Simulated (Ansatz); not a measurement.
**Ta (Fm-3m), zone-centre modes**

These are results of Ansatz, DFT r2SCAN, scalar-relativistic, plane waves, PAW, not measurements. Settings: plane waves to 500 eV, k-mesh 24×24×24 (Γ-centred), Gaussian smearing 0.15 eV. Spin–orbit coupling is left out, which can shift energies with elements as heavy as these. No spin polarisation.

The starting cell (relaxed at this level; this fcc form isn't the usual structure):

```yaml
crystal:
  lattice:
    - [0.00000, -2.10393, -2.10393]
    - [-2.10393, 0.00000, -2.10393]
    - [2.10393, 2.10393, -4.20786]
  atoms:
    - { symbol: Ta, position: [0.50000, 0.50000, 0.50000] }
    - { symbol: Ta, position: [0.00000, 0.00000, 0.00000] }
```

Harmonic modes by finite displacements of 0.02 Å, without the LO–TO term. The cell doubles the primitive one, so its zone centre also holds the primitive cell's point q = (0, 0, 1/2).

Q: At this geometry, is the structure stable against these modes?

A: Yes: no mode is imaginary beyond 10 cm⁻¹, and only the three translations lie near zero.

Q: List the wavenumbers in cm⁻¹.

A: 0, 0, 0, 43, 43, 192.

Cost: 1 run of about 20 core-minutes, on AMD EPYC (Zen 3) (shared hosts).